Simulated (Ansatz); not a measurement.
# Rh: two-dimensional strain map

Level of theory: Ansatz, DFT LDA, scalar-relativistic, plane waves, PAW. Cutoff 420 eV, Γ-centred 22×22×22 k-points, Gaussian smearing of 0.15 eV. No spin polarisation. Energies are free energies at this smearing, counted from the undisturbed cell; pressure is positive in compression.

Reference structure (as given, not relaxed at this level; it stands at -11.2 GPa):

```
CELL_PARAMETERS angstrom
0.00000 1.90155 1.90155
1.90155 0.00000 1.90155
1.90155 1.90155 0.00000
ATOMIC_POSITIONS crystal
Rh 0.00000 0.00000 0.00000
```

The cell is strained by p along both x and y and by q along z, fractional coordinates fixed. Points are written (p, q). At -11 GPa the given cell is far from its own equilibrium, so these figures belong to a strongly strained crystal.

Energy above the undisturbed cell in meV/atom (a dash: not computed):

```
 p \ q  -0.050  -0.025  0.000  0.025  0.050
-0.050   175.4   100.4      ?   49.9      ?
-0.025    41.9    -0.5      ?    1.9   37.9
 0.000     2.5   -12.0    0.0   34.7   88.4
 0.025    36.7    45.9   78.1  129.8  198.1
 0.050       ?   157.2  206.4  272.3  352.3
```

(1) Fill in the withheld energies.

Answers

(1) (-0.050, 0.000): 60.3; (-0.050, 0.050): 64.3; (-0.025, 0.000): -12.3; (0.050, -0.050): 127.7.

Cost: 25 runs of about 6.7 core-minutes in all, on AMD EPYC (Zen 3) (shared hosts).